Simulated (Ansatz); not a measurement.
# 2 BRh + LaRh → LaB₂Rh₃

All three solids are relaxed on PAW files, and every method takes those cells: LaB₂Rh₃ in P6/mmm, a = 5.44 Å, b = 5.44 Å, c = 3.12 Å, α = 90.00°, β = 90.00°, γ = 120.00°, 7×7×10 k mesh, smearing 0.05 eV; BRh in P6_3/mmc, a = 3.36 Å, b = 3.36 Å, c = 4.09 Å, α = 90.00°, β = 90.00°, γ = 120.00°, 11×11×8 k mesh, smearing 0.05 eV; LaRh in Cmcm, a = 3.93 Å, b = 11.20 Å, c = 4.11 Å, α = 90.00°, β = 90.00°, γ = 90.00°, 9×9×8 k mesh, smearing 0.05 eV.

The product's cell, then the reactants':

```
CELL_PARAMETERS angstrom
5.44179 0.00000 0.00000
-2.72089 4.71273 0.00000
0.00000 0.00000 3.12347
ATOMIC_POSITIONS crystal
La 0.00000 0.00000 0.00000
B 0.33333 0.66667 0.00000
B 0.66667 0.33333 0.00000
Rh 0.50000 0.00000 0.50000
Rh 0.50000 0.50000 0.50000
Rh 0.00000 0.50000 0.50000
```

```
B Rh
1.0
     3.35524    0.00000    0.00000
    -1.67762    2.90572    0.00000
     0.00000    0.00000    4.08762
B Rh
2 2
Direct
  0.00000 0.00000 0.00000
  0.00000 0.00000 0.50000
  0.66667 0.33333 0.75000
  0.33333 0.66667 0.25000
```

```
CELL_PARAMETERS angstrom
1.96580 -5.60094 0.00000
1.96580 5.60094 0.00000
0.00000 0.00000 4.10827
ATOMIC_POSITIONS crystal
La 0.86098 0.13902 0.75000
La 0.13902 0.86098 0.25000
Rh 0.58889 0.41111 0.75000
Rh 0.41111 0.58889 0.25000
```

Level of theory: DFT with PBEsol, scalar-relativistic, in Ansatz 0.2.0; no spin polarisation. LAPW: all electrons, basis error target 0.5 meV/atom; PAW: frozen-core files, cutoff 420 eV.

Energies are at zero smearing and zero temperature. The structures come from databases; a reactant may be hypothetical or may itself decompose, and needn't be the lowest polymorph.

Spin–orbit coupling is left out, which matters for the heavy atoms. The PAW files were made under PBE.

Task: What is the reaction energy per atom of the product, by each method?

Result: LAPW -191.9 meV/atom; PAW -192.2 meV/atom. The product is favoured against these reactants.

Task: How does the volume change, and what would pressure do?

Result: It changes by -5.9 %, so pressure favours the product.
